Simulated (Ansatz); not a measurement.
Starting structure of a cell relaxation (symmetry kept):

```
Zn Sn
1.0
    -2.21354    2.21354    5.20533
     2.21354   -2.21354    5.20533
     2.21354    2.21354   -5.20533
Zn Sn
1 3
Direct
  0.00000 0.00000 0.00000
  0.75000 0.25000 0.50000
  0.25000 0.75000 0.50000
  0.50000 0.50000 0.00000
```

These are results of DFT r2SCAN, scalar-relativistic, plane waves, PAW (Ansatz 0.2.0), not measurements.

Plane waves to 500 eV, a k mesh through Γ of 14×14×14 on the computed 4-atom cell and Gaussian smearing (0.10 eV); no spin polarisation.

What does it relax to?

The volume decreases by 0.80 Å³/atom to 24.70 Å³/atom, and the energy falls by 4.3 meV/atom. Final structure:
```
Zn Sn
1.0
    -2.17949    2.17949    5.20067
     2.17949   -2.17949    5.20067
     2.17949    2.17949   -5.20067
Zn Sn
1 3
Direct
  0.00000 0.00000 0.00000
  0.75000 0.25000 0.50000
  0.25000 0.75000 0.50000
  0.50000 0.50000 0.00000
```